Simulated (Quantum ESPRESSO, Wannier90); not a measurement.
# SrPb (Cmcm): Wannier90 run

```
begin unit_cell_cart
ang
    0.0000000000    0.0000000000    4.6828800000
   -5.1106100000    0.0000000000    0.0000000000
    2.5553050000   -6.1181550000    0.0000000000
end unit_cell_cart
begin atoms_frac
Sr  -0.2500000000  0.1329700000  0.2659400000
Sr   0.2500000000 -0.1329700000 -0.2659400000
Pb  -0.2500000000  0.4161100000 -0.1677800000
Pb   0.2500000000 -0.4161100000  0.1677800000
end atoms_frac
```

Cell from Materials Project (mp-21093), symmetrised, no further relaxation. COD (Crystallography Open Database) has an entry of this formula and space group (matched by these alone). Level: PBEsol, no spin polarisation, no spin-orbit coupling; pw.x of Quantum ESPRESSO at 55 Ry with PseudoDojo potentials, 4×4×4 k-points, Wannier90. Density: 10×10×10 mesh, cold smearing 0.01 Ry. Spin-orbit coupling is left out although heavy elements are present.

A tight-binding model is made by disentanglement and projection with no localisation steps (num_iter = 0), so the 26 orbitals stay atom-like: hydrogen-like Sr: s;p;d; Pb: s;p, axes along x, y, z; frozen window up to 1.50 eV relative to the Fermi level. It follows pw.x to 16 meV rms for states up to 1.0 eV relative to the Fermi level. Matrix elements depend on this choice of orbitals and windows.

The 45 largest hoppings ⟨m,0|H|n,R⟩ between different sites (one of each Hermitian pair; signs follow the real orbitals' lobes; the list may end inside a set of equal values):

```json
[
 {"m": "Sr1 py", "n": "Pb3 py", "R": "0 0 1", "distance of the centres (Å)": "3.56", "t (eV)": "1.770"},
 {"m": "Pb4 py", "n": "Sr2 py", "R": "0 0 1", "distance of the centres (Å)": "3.56", "t (eV)": "1.770"},
 {"m": "Pb3 pz", "n": "Pb4 py", "R": "0 1 0", "distance of the centres (Å)": "3.08", "t (eV)": "-1.331"},
 {"m": "Pb3 py", "n": "Pb4 pz", "R": "0 1 0", "distance of the centres (Å)": "3.08", "t (eV)": "-1.331"},
 {"m": "Pb4 pz", "n": "Pb3 py", "R": "1 -1 0", "distance of the centres (Å)": "3.08", "t (eV)": "1.331"},
 {"m": "Pb4 py", "n": "Pb3 pz", "R": "1 -1 0", "distance of the centres (Å)": "3.08", "t (eV)": "1.331"},
 {"m": "Sr1 dx2-y2", "n": "Pb3 py", "R": "0 0 1", "distance of the centres (Å)": "3.49", "t (eV)": "1.325"},
 {"m": "Pb4 py", "n": "Sr2 dx2-y2", "R": "0 0 1", "distance of the centres (Å)": "3.49", "t (eV)": "-1.325"},
 {"m": "Sr1 s", "n": "Pb3 py", "R": "0 0 1", "distance of the centres (Å)": "3.51", "t (eV)": "-1.312"},
 {"m": "Pb4 py", "n": "Sr2 s", "R": "0 0 1", "distance of the centres (Å)": "3.51", "t (eV)": "1.312"},
 {"m": "Pb3 pz", "n": "Pb4 pz", "R": "0 1 0", "distance of the centres (Å)": "3.09", "t (eV)": "1.096"},
 {"m": "Pb4 pz", "n": "Pb3 pz", "R": "1 -1 0", "distance of the centres (Å)": "3.09", "t (eV)": "1.096"},
 {"m": "Pb3 pz", "n": "Sr2 px", "R": "0 0 0", "distance of the centres (Å)": "3.54", "t (eV)": "1.028"},
 {"m": "Pb4 pz", "n": "Sr1 px", "R": "0 0 0", "distance of the centres (Å)": "3.54", "t (eV)": "1.028"},
 {"m": "Sr1 px", "n": "Pb4 pz", "R": "0 1 0", "distance of the centres (Å)": "3.54", "t (eV)": "-1.028"},
 {"m": "Pb3 pz", "n": "Sr2 px", "R": "0 1 0", "distance of the centres (Å)": "3.54", "t (eV)": "-1.028"},
 {"m": "Sr2 px", "n": "Pb3 pz", "R": "1 -1 0", "distance of the centres (Å)": "3.54", "t (eV)": "1.028"},
 {"m": "Pb4 pz", "n": "Sr1 px", "R": "1 -1 0", "distance of the centres (Å)": "3.54", "t (eV)": "1.028"},
 {"m": "Sr2 px", "n": "Pb3 pz", "R": "1 0 0", "distance of the centres (Å)": "3.54", "t (eV)": "-1.028"},
 {"m": "Pb4 pz", "n": "Sr1 px", "R": "1 0 0", "distance of the centres (Å)": "3.54", "t (eV)": "-1.028"},
 {"m": "Pb3 s", "n": "Pb4 pz", "R": "0 1 0", "distance of the centres (Å)": "3.10", "t (eV)": "1.013"},
 {"m": "Pb3 pz", "n": "Pb4 s", "R": "0 1 0", "distance of the centres (Å)": "3.10", "t (eV)": "-1.013"},
 {"m": "Pb4 s", "n": "Pb3 pz", "R": "1 -1 0", "distance of the centres (Å)": "3.10", "t (eV)": "1.013"},
 {"m": "Pb4 pz", "n": "Pb3 s", "R": "1 -1 0", "distance of the centres (Å)": "3.10", "t (eV)": "-1.013"},
 {"m": "Pb3 px", "n": "Sr2 pz", "R": "0 0 0", "distance of the centres (Å)": "3.55", "t (eV)": "0.956"},
 {"m": "Pb4 px", "n": "Sr1 pz", "R": "0 0 0", "distance of the centres (Å)": "3.55", "t (eV)": "0.956"},
 {"m": "Sr1 pz", "n": "Pb4 px", "R": "0 1 0", "distance of the centres (Å)": "3.55", "t (eV)": "-0.956"},
 {"m": "Pb3 px", "n": "Sr2 pz", "R": "0 1 0", "distance of the centres (Å)": "3.55", "t (eV)": "-0.956"},
 {"m": "Sr2 pz", "n": "Pb3 px", "R": "1 -1 0", "distance of the centres (Å)": "3.55", "t (eV)": "0.956"},
 {"m": "Pb4 px", "n": "Sr1 pz", "R": "1 -1 0", "distance of the centres (Å)": "3.55", "t (eV)": "0.956"},
 {"m": "Sr2 pz", "n": "Pb3 px", "R": "1 0 0", "distance of the centres (Å)": "3.55", "t (eV)": "-0.956"},
 {"m": "Pb4 px", "n": "Sr1 pz", "R": "1 0 0", "distance of the centres (Å)": "3.55", "t (eV)": "-0.956"},
 {"m": "Pb3 px", "n": "Sr2 s", "R": "0 0 0", "distance of the centres (Å)": "3.52", "t (eV)": "-0.897"},
 {"m": "Pb4 px", "n": "Sr1 s", "R": "0 0 0", "distance of the centres (Å)": "3.52", "t (eV)": "0.897"},
 {"m": "Sr1 s", "n": "Pb4 px", "R": "0 1 0", "distance of the centres (Å)": "3.52", "t (eV)": "-0.897"},
 {"m": "Pb3 px", "n": "Sr2 s", "R": "0 1 0", "distance of the centres (Å)": "3.52", "t (eV)": "0.897"},
 {"m": "Sr2 s", "n": "Pb3 px", "R": "1 -1 0", "distance of the centres (Å)": "3.52", "t (eV)": "0.897"},
 {"m": "Pb4 px", "n": "Sr1 s", "R": "1 -1 0", "distance of the centres (Å)": "3.52", "t (eV)": "-0.897"},
 {"m": "Sr2 s", "n": "Pb3 px", "R": "1 0 0", "distance of the centres (Å)": "3.52", "t (eV)": "-0.897"},
 {"m": "Pb4 px", "n": "Sr1 s", "R": "1 0 0", "distance of the centres (Å)": "3.52", "t (eV)": "0.897"},
 {"m": "Pb3 s", "n": "Pb4 py", "R": "0 1 0", "distance of the centres (Å)": "3.09", "t (eV)": "-0.892"},
 {"m": "Pb3 py", "n": "Pb4 s", "R": "0 1 0", "distance of the centres (Å)": "3.09", "t (eV)": "0.892"},
 {"m": "Pb4 s", "n": "Pb3 py", "R": "1 -1 0", "distance of the centres (Å)": "3.09", "t (eV)": "0.892"},
 {"m": "Pb4 py", "n": "Pb3 s", "R": "1 -1 0", "distance of the centres (Å)": "3.09", "t (eV)": "-0.892"},
 {"m": "Sr2 py", "n": "Sr1 py", "R": "0 0 0", "distance of the centres (Å)": "3.90", "t (eV)": "0.870"}
]
```
